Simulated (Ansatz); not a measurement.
Relaxed candidate structures of ZrO2:

A. P4₂/nnm, origin choice 1 (No. 134), tP6; a = 4.8209 Å, b = 4.8209 Å, c = 3.9060 Å, α = 90.00°, β = 90.00°, γ = 90.00°; O 4e (0.250, 0.250, 0.250); Zr 2a (0.000, 0.000, 0.000)

B. I4₁/amd, origin choice 1 (No. 141), tI12, anatase type; a = 3.9987 Å, b = 3.9987 Å, c = 10.6503 Å, α = 90.00°, β = 90.00°, γ = 90.00°; O 8e (0.000, 0.000, 0.201); Zr 4a (0.000, 0.000, 0.000)

C. P4₂/mnm (No. 136), tP6, rutile type; a = 4.851 Å, b = 4.851 Å, c = 3.240 Å, α = 90.00°, β = 90.00°, γ = 90.00°; O 4g (0.306, 0.306, 0.500); Zr 2b (0.000, 0.000, 0.500)

### Question
Put the candidates in order of energy per atom, lowest first, for PBEsol (plane waves to 420 eV, PAW, scalar-relativistic; Ansatz, a first-principles code).

### Answer
B (reference), C (+24 meV/atom), A (+371 meV/atom)

### Question
Give each candidate's band gap.

### Answer
No candidate is metallic. A: 2.71 eV (no spin-orbit coupling); B: 3.90 eV (no spin-orbit coupling); C: 3.59 eV (no spin-orbit coupling).

The lowest structure calculated, P2₁/c, mP12, AFLOW prototype A2B_mP12_14_2e_e (C43, as in ZrO2), is not among these; it lies 0.05 eV/atom below the lowest of them. Probably no minimum, since a slightly shaken restart fell lower: P4₂/nnm, tP6 (by 0.35 eV/atom, to P4₂/mnm).  2 generated cells of layers, chains or molecules, poorly bound without dispersion, are left out. Each run could gain symmetry but not lose that of its start, so entries can be saddle points. All of these are generated cells (placed on structure types, drawn at random, substituted or restacked) that were not matched to a known phase here. Static energies at zero pressure. No spin polarisation in the result.
